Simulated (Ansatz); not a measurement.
Be₂Ru (cubic Laves (MgCu2 type), Fd-3m) under volume change, DFT-PBE in the program Ansatz with PAW potentials, scaled uniformly.

```tsv
V (Å³/atom)	E − E(relaxed) (meV/atom)	P (GPa)
8.700	59.2	23.90
8.987	24.9	14.66
9.273	___	___
9.560	0.0	0.03
9.847	5.3	-5.75
10.134	20.1	-10.70
10.421	___	___
```

Problem. Fill in the missing entries.

Solution. 
- 9.273, E − E(relaxed) (meV/atom): 5.9
- 9.273, P (GPa): 6.77
- 10.421, E − E(relaxed) (meV/atom): 43.1
- 10.421, P (GPa): -14.93

Problem. What does a third-order Birch–Murnaghan fit give for V₀, B₀ and B′?

Solution. V₀ = 9.56 Å³/atom, B₀ = 208 GPa, B′ = 4.2.

The cell is a constructed one: a structure type filled with these elements; neither database checked (COD, Materials Project) lists it. Its standing as an ambient phase is unchecked. The PBE relaxation kept the symmetry of its start; whether a distortion lowers the energy is not shown. No spin polarisation was allowed.

Potentials: the earlier of the program's two PAW sets.
